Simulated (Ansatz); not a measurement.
Starting cell, MoSi2 (MoSi2 type, space group I4/mmm):

```xyz
6
Lattice="-3.2169 3.2169 7.8730 0.0000 0.0000 7.8730 1.6085 1.6085 -3.9365" Properties=species:S:1:pos:R:3 pbc="T T T"
Mo     0.0000     0.0000     0.0000
Mo    -1.6085     1.6085    11.8095
Si     0.0000     0.0000     2.6384
Si    -1.6085     1.6085     6.5749
Si     1.6085     1.6085     1.2982
Si    -1.6085     1.6085     9.1712
```

A phonon eigenvector at X = (0.5, 0.5, 0.0) is frozen into this cell: atom i moves by Q times the vector below, so Q is the largest atomic displacement, in Å. The cell is held. (q is in reciprocal vectors of the primitive cell; the cell shown is doubled to hold the pattern.)

```
atom       x       y      z
----  ------  ------  -----
Mo1    0.105  -0.105  0.000
Mo2   -0.105   0.105  0.000
Si3    0.707  -0.707  0.000
Si4   -0.707   0.707  0.000
Si5    0.707  -0.707  0.000
Si6   -0.707   0.707  0.000
```

Level of theory: PBE (plane waves to 420 eV, PAW, scalar-relativistic; Ansatz, a first-principles code). k mesh 20×20×20 (Γ-centred), Fermi-Dirac smearing 0.05 eV. Energies are smeared free energies. With partly filled bands, energies and forces of such displacements shift with the k mesh and the smearing. MoSi2 is run without spin polarisation. MoSi2 was relaxed with its symmetry unable to fall. ΔE is measured from the undisplaced structure. The last digit holds for this mesh only.

```
Q (Å)    ΔE (meV/cell)
-------  -------------
-0.2800         2684.2
-0.2333         1789.0
-0.1867         1105.9
-0.1400          605.0
-0.0933       withheld
-0.0467           65.1
0.0000             0.0
0.0467            65.1
0.0933        withheld
0.1400           605.0
0.1867          1105.9
0.2333          1789.0
0.2800          2684.2
```

Fit an even polynomial form (powers 2, 4, 6) to the given rows and predict ΔE at Q = -0.0933.

Least squares on the 11 given rows: ΔE = (29710)·Q² + (58370)·Q⁴ + (-8336)·Q⁶, in meV/cell with Q in Å; root-mean-square residual 0.24 meV/cell. At -0.0933 the fit gives 263.0 meV/cell; the calculation gives 263.4 meV/cell, so the interpolation is off by -0.4 (-0.2 %). The quadratic term alone would give 258.6 meV/cell.

(A displaced cell: forces are minus the slopes of the energy, force constants its curvatures, and phonons follow from these.)
